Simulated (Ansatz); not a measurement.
**Moving the functional in Zr3S2**

The cell as given:

```cif
data_structure
_symmetry_space_group_name_H-M 'R32:H'
_symmetry_Int_Tables_number 155
_cell_length_a 5.8051
_cell_length_b 5.8051
_cell_length_c 10.4633
_cell_angle_alpha 90.000
_cell_angle_beta 90.000
_cell_angle_gamma 120.000
_cell_volume 305.36
loop_
_atom_site_label
_atom_site_type_symbol
_atom_site_symmetry_multiplicity
_atom_site_Wyckoff_symbol
_atom_site_fract_x
_atom_site_fract_y
_atom_site_fract_z
_atom_site_occupancy
Zr1 Zr 9 e 0.67206 0.00539 0.16667 1
S1 S 6 c 0.33333 0.66667 0.33169 1
```

The cell comes from a database or a generator and needn't be the stable form of this composition.

Kept alike: task relaxation of cell and atoms; k mesh 6 × 6 × 6; occupations fermi-dirac, width 0.05 eV; no spin polarisation. Program: Ansatz, Ansatz PAW. Cutoffs run from 420 to 500 eV. The mesh is that of the run's cell of 5 atoms. No spin-orbit coupling.

```csv
functional,volume (Å³/atom)
LDA,19.129
PBE,20.205
PBEsol,19.520
r2SCAN,20.226
```

The relaxations keep at least the cell's symmetry (R32). For a metal such a mesh leaves the last digits unconverged. Relaxations stop with a little pressure left, so the last digits of a volume or edge aren't settled. All rows use potentials made for PBE.

Q: What does the functional change here?

A: The volume runs from 19.129 (LDA) to 20.226 Å³/atom (r2SCAN). From PBE: LDA -1.076; PBEsol -0.685; r2SCAN +0.021.
